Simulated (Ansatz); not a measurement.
Cr₂N:
```
CELL_PARAMETERS angstrom
      2.80260     0.00000     0.00000
     -1.40130     2.42713     0.00000
      0.00000     0.00000     4.17542
ATOMIC_POSITIONS crystal
  N  0.00000 0.00000 0.00000
  Cr 0.33333 0.66667 0.24669
  Cr 0.66667 0.33333 0.75331
```

Relaxed with PBEsol. Special points in fractions of this cell's reciprocal vectors: Γ (0.000, 0.000, 0.000); M (0.500, 0.000, 0.000); K (0.333, 0.333, 0.000); A (0.000, 0.000, 0.500); L (0.500, 0.000, 0.500); H (0.333, 0.333, 0.500).

Question: List the band energies nearest the Fermi level at these points for DFT-PBEsol in the program Ansatz with PAW potentials.

Answer: In eV from the Fermi level; about four levels below and three above (degenerate sets whole), none deeper than 8.9 eV; points with the same levels are listed once.

```
k                          below                     above
-  -----------------------------  ------------------------
Γ  -1.23 -1.23 -1.04 -1.04 -1.03            0.12 0.12 1.01
M        -6.46 -4.17 -2.75 -1.57            0.21 0.82 1.28
K        -6.24 -3.32 -2.81 -2.81  0.72 0.72 0.94 0.94 0.94
A        -2.16 -2.06 -1.85 -1.85       0.10 0.10 0.59 0.59
L        -3.23 -2.37 -1.70 -0.49            0.24 0.48 0.90
H        -2.10 -0.68 -0.27 -0.27            1.68 1.68 2.70
```

Space group P-3m1 (anti-CdI2 type). The cell is a constructed one: a structure type filled with these elements; neither database checked (COD, Materials Project) lists it. COD files the formula under space group No. 162. Whether it is the stable phase at ambient conditions was not checked. The PBEsol relaxation kept the symmetry of its start; its stability against distortions is not shown here. The workflow began spin-polarised and lost its moments.

Potentials: the earlier of the program's two PAW sets. The files were generated under PBE; for other functionals the program regenerates the frozen cores, and for LDA and PBEsol the local potential too.
